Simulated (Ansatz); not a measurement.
**Trial structure types under relaxation**

Theory: DFT PBE, scalar-relativistic, plane waves, PAW in Ansatz. Settings: cutoff 420 eV, Γ-centred meshes no coarser than 0.19 Å⁻¹ for metals and 0.3 Å⁻¹ for insulators (2π included), Gaussian smearing.

Each formula is placed on the named type at a guessed volume, then cell and atoms relax at zero pressure without lowering the symmetry. Keeping the type says nothing about stability against other structures or lower symmetry. Neighbours of unlike kind are counted within 25 % of the shortest distance of their pair. The atoms listed around a site end at a clear gap in distance instead, so their number can differ.

Weakly bound directions are ill-defined at this level, which has no dispersion term. Spin–orbit coupling is left out.

Run without spin polarisation, though moments may exist and would change the cell: Ge3Cl.

Task: Ge3Cl on the TiAl3 (D0_22) type (I4/mmm, No. 139), with Cl for Ti, Ge for Al: does the type hold?

Result: Only loosely: it keeps the symmetry, but the neighbours change from Ge 4 Cl; Cl 12 Ge to Ge 1.3 Cl; Cl 4 Ge. It has a = 3.829 Å, c = 12.088 Å. Ge on Wyckoff site b (1 atom of the primitive cell) has 4 Cl at 2.71 Å; Ge on Wyckoff site d (2 atoms of the primitive cell) has 4 Ge at 2.71 Å; around Cl lie 4 Ge at 2.71 Å.

Task: Na3Sb2 on the anti-tetradymite type (R-3m, No. 166), with Sb for Bi, Na for Te: does the type hold?

Result: Only loosely: the neighbours of unlike kind stay the same, but the proportions of the cell change a good deal: a = 3.515 Å, c = 40.212 Å. Na on Wyckoff site a (1 atom of the primitive cell) has 6 Sb at 3.27 Å and 6 Na at 3.51 Å; Na on Wyckoff site c (2 atoms of the primitive cell) has 3 Sb at 3.22 Å, 6 Na at 3.51 Å and 3 Na at 3.86 Å; Sb has 6 Na at 3.22–3.27 Å and 6 Sb at 3.51 Å.

Task: Does AgP keep the tungsten carbide type (P-6m2, No. 187), with Ag for W, P for C?

Result: Only loosely: the neighbours of unlike kind stay the same, but the proportions of the cell change a good deal: a = 4.052 Å, c = 2.710 Å. Ag has 6 P at 2.70 Å and 2 Ag at 2.71 Å; around P lie 6 Ag at 2.70 Å and 2 P at 2.71 Å.

Task: Does Sn2Sb keep the marcasite type (Pnnm, No. 58), with Sb for Fe, Sn for S?

Result: Yes: a = 6.189 Å, b = 7.639 Å, c = 4.187 Å. Sn has 1 Sn at 2.98 Å and 3 Sb at 3.04–3.05 Å; around Sb lie 6 Sn at 3.04–3.05 Å.

Cost: 4 runs of about 15 core-minutes in all, on Arm Neoverse V2, Intel Xeon 6975P-C (Granite Rapids), Arm Neoverse V1 and other processors (shared hosts).